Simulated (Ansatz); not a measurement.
Equation of state of Al$_{2}$Au from a dense series

```
CELL_PARAMETERS angstrom
0.00000 3.00000 3.00000
3.00000 0.00000 3.00000
3.00000 3.00000 0.00000
ATOMIC_POSITIONS crystal
Al 0.25000 0.25000 0.25000
Al 0.75000 0.75000 0.75000
Au 0.00000 0.00000 0.00000
```

Atom numbers follow the list: Al1, Al2, Au3.

The cell comes from COD entry 9008999, which wasn't checked; take it as a given geometry.

No spin–orbit coupling, which matters for the heavy atoms here.

Computed with DFT, LDA, all-electron LAPW, scalar-relativistic in Ansatz 0.2.0.

Numerical set-up: a Γ-centred 11×11×11 k mesh, Fermi–Dirac smearing of 0.05 eV, basis error target 0.5 meV/atom, no spin polarisation.

The cell is scaled evenly. Fractional coordinates are held (clamped ions).

```tsv
V (Å³/atom)	P (GPa)
16.920	5.31
17.280	2.38
17.640	-0.21
17.820	-1.40
18.000	-2.52
18.180	-3.57
18.360	-4.57
19.080	-7.98
```

**Question.** Fit a third-order Birch–Murnaghan curve to the pressures.

**Answer.** P = (3B0/2)(y^(7/2) − y^(5/2))[1 + (3/4)(B0′ − 4)(y − 1)] with y = (V0/V)^(2/3) fits within 0.01 GPa for V0 = 17.608 Å³/atom, B0 = 120.8 GPa and B0′ = 4.86.

**Question.** Predict the pressure at the withheld volume, 18.720 Å³/atom.

**Answer.** There y = 0.9600, so the fit gives -6.38 GPa; the run gave -6.38 GPa.
